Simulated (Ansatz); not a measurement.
Input:

ZrB2O5:
```xyz
32
Lattice="4.4070 0.0000 0.0000 0.0000 6.9398 0.0000 -0.1458 0.0000 8.9902" Properties=species:S:1:pos:R:3 pbc="T T T"
Zr     4.3534     0.7808     2.9574
Zr    -0.0923     6.1590     6.0328
Zr    -0.0194     4.2507     1.5377
Zr     4.2805     2.6891     7.4525
B      2.3111     2.8659     3.0025
B      1.9501     4.0739     5.9877
B      2.0230     6.3358     1.4926
B      2.2381     0.6040     7.4976
B      2.1897     5.0665     8.3003
B      2.0715     1.8733     0.6899
B      1.9986     1.5966     5.1850
B      2.2626     5.3433     3.8052
O      3.3640     4.0968     6.1057
O      0.8972     2.8430     2.8845
O      0.8243     0.6269     7.3795
O      3.4369     6.3129     1.6106
O      3.0227     2.3934     1.7293
O      1.2385     4.5464     7.2608
O      1.3114     5.8633     2.7658
O      2.9497     1.0765     6.2244
O      2.8251     6.2179     7.6445
O      1.4361     0.7220     1.3457
O      1.3631     2.7480     5.8408
O      2.8980     4.1919     3.1494
O      2.8049     1.9363     4.0108
O      1.4563     5.0035     4.9793
O      1.5292     5.4063     0.4843
O      2.7320     1.5336     8.5059
O      3.2425     4.1485     8.6987
O      1.0187     2.7913     0.2914
O      0.9458     0.6786     4.7865
O      3.3154     6.2613     4.2037
```

This is the r²SCAN-relaxed structure. x, y and z are the axes in which the lattice vectors are written.

Problem. All from the program Ansatz at the r²SCAN level (PAW), unless another level is named. Predict the formation energy from the elements (no fitted shifts).

Solution. -3.00 eV/atom.

Problem. Predict the smallest direct gap on the standard path.

Solution. 4.56 eV.

Problem. What about the band gap?

Solution. 4.45 eV (indirect).

Problem. Next, the conduction-band minimum?

Solution. on the Γ–Z line, 33 % of the way from Γ (k = 0.000, 0.167, 0.000) (2 equivalent valleys).

Space group P2_1/c. The first step of the workflow began from a Materials Project structure, measured or hypothetical; the Crystallography Open Database copy checked does not list it. Whether it is the stable phase at ambient conditions was not checked. The cell was relaxed with r²SCAN under the symmetry of its start; whether a distortion lowers the energy is not shown. The run is not spin-polarised. The references are the lowest solids computed at this level, not always the standard phases (solids in place of the gases). Spin–orbit coupling is left out wherever it is not named.

Potentials: the later of the program's two PAW sets.
